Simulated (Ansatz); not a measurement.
CdGaNO:
```cif
data_CdGaNO
_chemical_formula_sum 'Ga1 Cd1 O1 N1'
_space_group_name_H-M_alt 'P3m1'
_space_group_IT_number 156
_space_group_name_Hall 'P 3 -2"'
_cell_length_a 3.28143
_cell_length_b 3.28143
_cell_length_c 5.68384
_cell_angle_alpha 90.000
_cell_angle_beta 90.000
_cell_angle_gamma 120.000
loop_
_atom_site_label
_atom_site_type_symbol
_atom_site_symmetry_multiplicity
_atom_site_Wyckoff_symbol
_atom_site_fract_x
_atom_site_fract_y
_atom_site_fract_z
_atom_site_occupancy
Ga1 Ga 1 b 0.33333 0.66667 0.50213 1
Cd1 Cd 1 c 0.66667 0.33333 0.97974 1
O1 O 1 b 0.33333 0.66667 0.17087 1
N1 N 1 c 0.66667 0.33333 0.59725 1
```

Relaxed with PBEsol.

Decompose the optical modes at the zone centre into irreducible representations, and say which are infrared and Raman allowed.

Point group 3m: Γ_opt = 3A1 + 3E. Infrared: A1, E. Raman: A1, E.

Assign frequencies (DFPT, PBEsol in the plane-wave PAW code Ansatz; without the LO–TO term).

E 82, A1 259, E 346, A1 483, E 514, A1 612 cm⁻¹.

The start of the workflow was typed in or built on a structure type; neither database checked (COD, Materials Project) lists it. Whether it is the stable phase at ambient conditions was not checked. Symmetry was held in the PBEsol relaxation; whether a distortion lowers the energy is not shown.

Potentials: the earlier of the program's two PAW sets. The files were generated under PBE; for other functionals the program regenerates the frozen cores, and for LDA and PBEsol the local potential too.
